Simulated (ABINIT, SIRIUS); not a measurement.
Given: the input of a run of SIRIUS 7.10.0 on Be2S. The cell comes from a database or a generator and needn't be the stable form of this composition.

File sirius.json:

```json
{
  "control": {
    "processing_unit": "cpu",
    "verbosity": 2,
    "num_bands_to_print": 14,
    "print_forces": true,
    "print_stress": true
  },
  "parameters": {
    "electronic_structure_method": "pseudopotential",
    "xc_functionals": ["XC_GGA_X_PBE", "XC_GGA_C_PBE"],
    "gk_cutoff": 9.4,
    "pw_cutoff": 18.8,
    "ngridk": [8, 8, 7],
    "shiftk": [0, 0, 0],
    "smearing": "fermi_dirac",
    "smearing_width": 0.0018374661,
    "num_bands": 14,
    "num_mag_dims": 0,
    "num_dft_iter": 100,
    "energy_tol": 1e-08,
    "density_tol": 1e-06
  },
  "iterative_solver": {
    "type": "davidson",
    "min_tolerance": 1e-09,
    "tolerance_scale": [0.1, 0.25]
  },
  "mixer": {
    "type": "anderson",
    "beta": 0.7,
    "max_history": 8
  },
  "settings": {
    "tol_ne": 1e-10,
    "pseudo_grid_cutoff": 6.5
  },
  "unit_cell": {
    "lattice_vectors": [
      [1.0, 0.0, 0.0],
      [0.0, 1.0, 0.0],
      [0.0, 0.0, 1.2479121603]
    ],
    "lattice_vectors_scale": 5.9669425193,
    "atom_coordinate_units": "lattice",
    "atom_types": ["Be", "S"],
    "atom_files": {
      "Be": "Be.json",
      "S": "S.json"
    },
    "atoms": {
      "Be": [
        [0.0, 0.5, 0.16854],
        [0.5, 0.0, 0.83146]
      ],
      "S": [
        [0.5, 0.5, 0.5]
      ]
    }
  }
}
```

Potentials or basis: PseudoDojo 0.4.1 PBE standard (scalar relativistic).

Command:

```console
$ upf_to_json Be.upf
$ upf_to_json S.upf
$ OMP_NUM_THREADS=1 sirius.scf --input=sirius.json --output=out.json --task=0
```

**Question.** Set up the same calculation for ABINIT 10.8.3 (patched build). Potentials or basis there: JTH PAW PBE v2.0, cutoff 544 eV.

**Answer.** As run (cutoffs and basis follow the program's own potentials, and thresholds, step limits or extra output files can differ):

The input run.abi:

```
# Pseudopotentials
pp_dirpath "./"
pseudos "Be.GGA_PBE-JTH.xml, S.GGA_PBE-JTH.xml"

# Structure
acell 5.9669425193 5.9669425193 7.4462201297
rprim
     1.0000000000     0.0000000000     0.0000000000
     0.0000000000     1.0000000000     0.0000000000
     0.0000000000     0.0000000000     1.0000000000
ntypat 2
znucl 4 16
natom 3
typat 1 1 2
xcart
     0.0000000000     2.9834712597     1.2549859407
     2.9834712597     0.0000000000     6.1912341890
     2.9834712597     2.9834712597     3.7231100648

# Plane-wave basis
ecut 20.0
pawecutdg 40.0
pawxcdev 0

# k points
kptopt 1
ngkpt 8 8 7
nshiftk 1
shiftk 0.0 0.0 0.0

# Exchange and correlation
ixc 11

# Bands and occupations
nband 11
occopt 3
tsmear 0.05 eV

# SCF cycle
nstep 100
tolvrs 1.0e-9

# Output
iomode 3
prtwf 0
prteig 0
prtebands 0
enunit 1
prtden 1
prtvha 1
prtvclmb 1
prtpot 1
```

Potentials or basis: JTH PAW PBE v2.0.

Launch:

```sh
$ abinit run.abi > log 2>&1
```

Both were run:

|  | SIRIUS | ABINIT |
| --- | --- | --- |
| Pressure | 0.2 GPa | -0.2 GPa |

Pressure is positive in compression.
